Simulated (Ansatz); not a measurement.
PbO:
```yaml
crystal:
  lattice:
    - [3.98419, 0.00000, 0.00000]
    - [0.00000, 3.98419, 0.00000]
    - [0.00000, 0.00000, 5.11982]
  atoms:
    - { symbol: Pb, position: [0.50000, 0.00000, 0.23142] }
    - { symbol: Pb, position: [0.00000, 0.50000, 0.76858] }
    - { symbol: O, position: [0.50000, 0.50000, 0.00000] }
    - { symbol: O, position: [0.00000, 0.00000, 0.00000] }
```

Cartesian axes are those of the cell as given.

Problem. Give the high-frequency dielectric tensor and the Born effective charge tensors of the independent atoms from DFPT, DFT-r²SCAN+D4 in the program Ansatz with PAW potentials.

Solution. 
ε∞:
```
6.02  0.00  0.00
0.00  6.02  0.00
0.00  0.00  5.54
```
Z* of atom 1 (Pb), rows: field, columns: displacement, in e:
```
3.17  0.00  0.00
0.00  3.17  0.00
0.00  0.00  2.27
```
Z* of atom 3 (O), rows: field, columns: displacement, in e:
```
-3.17   0.00   0.00
 0.00  -3.17   0.00
 0.00   0.00  -2.27
```

Static charges for comparison (Bader): Pb1 +1.23, O3 -1.23 e. Born charges measure polarisation by displacement and can exceed these by far.

Space group P4/nmm. The cell was relaxed with r²SCAN+D4 under the symmetry of its start. Spin–orbit coupling is left out wherever it is not named.

Potentials: the later of the program's two PAW sets.
